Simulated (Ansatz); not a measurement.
# How much do the gradients of HfO2 with La replacing Hf depend on the method?

Cell: a supercell of HfO2 (fluorite type, Fm-3m) built from a COD entry, with the ions relaxed around the defect (PBE).

Space group Fm-3m (No. 225); a = 10.2300 Å.

| site | Wyckoff | site symmetry | x | y | z |
| --- | --- | --- | --- | --- | --- |
| La | 4a | m-3m | 0.0000 | 0.0000 | 0.0000 |
| Hf2 | 24d | m.mm | 0.2500 | 0.2500 | 0.0000 |
| Hf8 | 4b | m-3m | 0.5000 | 0.5000 | 0.5000 |
| O9 | 32f | .3m | 0.1336 | 0.1336 | 0.1336 |
| O12 | 32f | .3m | 0.6227 | 0.3773 | 0.3773 |

One atom of each set is listed; the run and its k-mesh use a cell of 24 atoms with edges of 7.23, 7.23, 7.23 Å.

First run. All values are calculated (Ansatz; DFT, PBE, plane waves and PAW, scalar-relativistic, 420 eV cutoff, Γ-centred 3×3×3 k-points, Fermi–Dirac smearing 0.01 eV, cell charge -1), not measured.

```csv
site,V_zz (10²¹ V/m²),η
La,0.00,–
Hf2,-8.15,0.77
O9,-2.05,0.00
O12,-1.56,0.00
```

Second run. The same atoms and settings, except that the functional is r2SCAN and the cutoff is 500 eV.

(1) What does the second run give?

Results:

(1) 

| site | V_zz | η | change of V_zz |
| --- | --- | --- | --- |
| La | 0.00 | – | 0.00 |
| Hf2 | -8.31 | 0.78 | -0.16 |
| O9 | -2.20 | 0.00 | -0.15 |
| O12 | -1.63 | 0.00 | -0.07 |

The largest change of V_zz is on Hf2, from -8.15 to -8.31. In per cent, |V_zz| changes by +2 on Hf, +4 to +7 on O (all sites that start above 0.5). Other sites without a gradient aren't listed.

The defect repeats with the cell of 24 atoms, so it feels its images: sites between two images don't show the values beside a lone defect, and zeros or small values of η there can come from the images' arrangement. The relaxation keeps the site symmetry m-3m of the start, so the impurity can't leave its site; a start off the site could end lower. This high-symmetry form of HfO2 is unstable when cold, to shifts of the oxygen columns, towards the tetragonal form. The symmetry of the cell holds that distortion back, wholly or in part, and it would change the field gradients, the more the larger the distortion. A uniform background compensates the cell's charge. Without spin–orbit coupling the gradients at and beside Hf can be off by some per cent, at some sites by more.
For the first run: The cell keeps the host's lattice, where the PBE pressure is 6 GPa (in a charged cell this depends on the convention for the mean potential).
